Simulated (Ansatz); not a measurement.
Ansatz input

```yaml
crystal:
  lattice:
    - [4.76503528, 0.0, 0.0]
    - [-2.38251764, 4.1266416024, 0.0]
    - [0.0, 0.0, 2.9622872308]
  atoms:
    - { symbol: Hf, position: [0.0, 0.0, 0.0] }
    - { symbol: Hf, position: [0.3333333333, 0.6666666667, 0.5] }
    - { symbol: Hf, position: [0.6666666667, 0.3333333333, 0.5] }
hamiltonian:
  xc: r2scan
  pseudopotentials:
    kind: paw
    azcp:
      Hf: "pseudopotentials/Hf.paw.azcp"
basis:
  ecutwfc: 500
  fft_grid_basis: typed
kpoints:
  mp_grid: { grid: [8, 8, 11], shift: [0, 0, 0] }
magnetization:
  spin_polarized: false
scf:
  occupations: { method: fermi_dirac, width: 0.1 }
  lower_state_search: "off"
output:
  stress: true
```

Output

```
Engine: ansatz 0.2.0, x86_64-unknown-linux-gnu
Pseudopotentials: kind: paw
Pseudopotential: Hf, paw, valence charge 26, recommended cutoff 500 eV (meta_gga) 
Functional definition: r2SCAN
  parameter k0 = 0.174
  parameter k1 = 0.065
  parameter a1 = 4.9479
  exchange = r2scan_x(k0 = k0, k1 = k1, a1 = a1)
  correlation = r2scan_c
Crystal: 3 atoms, lattice volume = 58.249 Å³
Basis set: ecut = 500 eV, 1481 PW (Γ), exchange–correlation on 144×144×96 points (64 copies of the dense FFT grid, shifted against one another)
Bands: 47, of which v1, the nominal top of the filled ones, is band 39 counted from 1 (38 counted from 0)
Symmetry: 24 space group operations
Space group: P6/mmm (ITA 191), of the structure as read, at distance tolerance 3.9e-5 Å
k-points: 60 of 704
Non-local potential: Hf, projectors of the file, l = 0: 3, l = 1: 2, l = 2: 2, l = 3: 3
PAW form: soft (Blöchl's): semilocal exchange-correlation on the pseudo side does not see the compensation charge
PAW frozen core: Hf, regenerated for the run's functional (the file was generated under x = pbe(κ = 0.804, μ = 0.2195149727645171), c = pbe(β = 0.06672455060314922))
PAW one-centre angular grid: Hf, 974 points (default); XC on 160 Gauss nodes
Initial density: superposition of atomic densities (neutral atoms: chi_scale 0, normalization atom), corrected by the library's trained network
Initial wavefunctions: pseudopotential atomic-orbital guess
Functional: x = r2scan, c = r2scan; τ floored in thin density (d = 2e-4 eV/Å³)
SCF iter   1: F=-47198.511680 eV  HF=-47198.693051 eV  |F-HF|=1.81e-1  |Δ(HF+E_count)|=         —  Δρ=1.34e-2  dr2=2.01e-1  dr2_τ=6.32e-2  ethr=1.77e-3  ⟨swp⟩=4.9  Hψ=8632  notcnv=0
SCF iter   2: F=-47198.701667 eV  HF=-47198.717300 eV  |F-HF|=1.56e-2  |Δ(HF+E_count)|=   2.42e-2  Δρ=5.64e-3  dr2=2.15e-2  dr2_τ=5.97e-3  ethr=2.58e-4  ⟨swp⟩=2.0  Hψ=5700  notcnv=0
SCF iter   3: F=-47198.712961 eV  HF=-47198.716314 eV  |F-HF|=3.35e-3  |Δ(HF+E_count)|=   9.86e-4  Δρ=4.17e-3  dr2=1.13e-2  dr2_τ=5.59e-4  ethr=2.75e-5  ⟨swp⟩=2.1  Hψ=4663  notcnv=0
SCF iter   4: F=-47198.716961 eV  HF=-47198.717426 eV  |F-HF|=4.66e-4  |Δ(HF+E_count)|=   1.11e-3  Δρ=2.19e-3  dr2=2.47e-3  dr2_τ=1.65e-4  ethr=1.45e-5  ⟨swp⟩=1.9  Hψ=3369  notcnv=0
SCF iter   5: F=-47198.717244 eV  HF=-47198.717859 eV  |F-HF|=6.16e-4  |Δ(HF+E_count)|=   4.33e-4  Δρ=7.67e-4  dr2=4.78e-4  dr2_τ=4.01e-5  ethr=3.16e-6  ⟨swp⟩=2.4  Hψ=5110  notcnv=0
SCF iter   6: F=-47198.717708 eV  HF=-47198.717716 eV  |F-HF|=7.80e-6  |Δ(HF+E_count)|=   1.43e-4  Δρ=2.01e-4  dr2=2.43e-5  dr2_τ=1.45e-6  ethr=6.13e-7  ⟨swp⟩=2.0  Hψ=5424  notcnv=0
SCF iter   7: F=-47198.717718 eV  HF=-47198.717720 eV  |F-HF|=2.65e-6  |Δ(HF+E_count)|=   4.31e-6  Δρ=6.36e-5  dr2=4.35e-6  dr2_τ=4.36e-7  ethr=3.12e-8  ⟨swp⟩=2.0  Hψ=5171  notcnv=0
SCF iter   8: F=-47198.717720 eV  HF=-47198.717720 eV  |F-HF|=1.69e-7  |Δ(HF+E_count)|=   3.24e-7  Δρ=2.29e-5  dr2=4.50e-7  dr2_τ=4.02e-8  ethr=5.57e-9  ⟨swp⟩=2.0  Hψ=5195  notcnv=0
SCF iter   9: F=-47198.717720 eV  HF=-47198.717720 eV  |F-HF|=2.75e-8  |Δ(HF+E_count)|=   6.00e-8  Δρ=6.89e-6  dr2=5.49e-8  dr2_τ=2.71e-9  ethr=1.28e-10  ⟨swp⟩=4.4  Hψ=10198  notcnv=0
SCF 1 converged in 9 iterations: F = -47198.717720 eV  dr2 = 5.49e-8
SCF converged after 9 iterations
Free energy (F): -47198.717720 eV
Harris-Foulkes:  -47198.717720 eV  (|F-HF|=2.75e-8)
Internal energy: -47198.650055 eV  (E = F + TS)
E sigma→0 (E₀):  -47198.683888 eV
Entropy (-TS):   -0.067664 eV (-22.555 meV/atom)
Fermi energy:    22.945847 eV
--- Per-component energies (eV) ---
  E_band       = 332.551092
  E_kinetic    = 1291.709405
  E_local      = -14115.440615  (includes V_loc(G=0)·N_el)
  E_nonlocal   = -3744.015122
  E_hartree    = 6747.152947
  E_xc         = -856.573354
  E_vxc        = -889.621641  (∫ρ·V_xc dr)
  E_paw        = -20861.264844  (= ΣΔE_a)
  E_vpaw       = 4251.500606  (= ΣTr[D̂ρ^β])
  E_aug_tail   = -0.000003  (compensation charges beyond the density's cutoff)
  E_vtau       = 44.115124  (kinetic-family band-sum trace: ∫τ·v_τ [+ j·A + Jᵃ·Aᵃ] dr)
  E_ewald      = -15661.183034
  E_core_change = 0.964566  (= ΣΔE_core)
  E_smearing   = -0.067664  (= −TS)
  E_closure    = -0.000000  (closes the sum)
  Σ components = -47198.717720   (vs F -47198.717720, Δ=0.00e0)
--- Stress (GPa, compression-positive) ---
       17.497673       0.000000       0.000000
       -0.000000      17.497673       0.000000
        0.000000       0.000000      18.370453
  P = ⅓ Tr σ = 17.7886 GPa (177.886 kbar)
```

Command:

```sh
ansatz run input.yaml --threads 1 --pin off --max-ram 3584MiB --backend cpu --events-out ev --progress --plain --runs-dir out
```

On 1 thread of Intel(R) Xeon(R) Platinum 8259CL CPU @ 2.50GHz (Skylake/Cascade Lake) (shared host) this took about 22 s of wall time and 22 s of CPU time.
